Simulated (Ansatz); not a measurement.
## Property card for Mg3Te2

Method: DFT PBE, scalar-relativistic, plane waves, PAW in Ansatz 0.2.0.

Cutoff 420 eV; k points 6×6×6 on the computed 5-atom cell (Γ-centred); Gaussian smearing, width 0.10 eV; no spin polarisation.

The structure is relaxed at this level of theory with its symmetry kept, and needn't be the ground state of this composition.

```cif
data_structure
_symmetry_space_group_name_H-M 'P6/mmm'
_symmetry_Int_Tables_number 191
_cell_length_a 5.8326
_cell_length_b 5.8326
_cell_length_c 6.1285
_cell_angle_alpha 90.000
_cell_angle_beta 90.000
_cell_angle_gamma 120.000
_cell_volume 180.56
loop_
_atom_site_label
_atom_site_type_symbol
_atom_site_symmetry_multiplicity
_atom_site_Wyckoff_symbol
_atom_site_fract_x
_atom_site_fract_y
_atom_site_fract_z
_atom_site_occupancy
Mg1 Mg 3 g 0.50000 0.00000 0.50000 1
Te1 Te 2 e 0.00000 0.00000 0.24903 1
```

(1) Formation energy from the elements' standard states (uncorrected)?

(2) Kohn–Sham band gap?

(3) Density of states at the Fermi level?

(4) Orbital (Löwdin) character within 0.5 eV of the Fermi level?

Spin-orbit coupling is left out, which matters for the bands of heavy elements.

## Answers

(1) -0.102 eV/atom.

(2) none (metal).

(3) 2.0 states/eV per cell.

(4) Te 5p 48 %, Mg 3s 31 %, unprojected 19 %.

Another cell of Mg3Te2 relaxed alike, in P4mm, lies 0.32 eV/atom lower, so this cell isn't the stable form at this level.

The cell was found from a structure generator's guess, not taken from experiment. Löwdin shares on free-atom orbitals overweight diffuse shells.
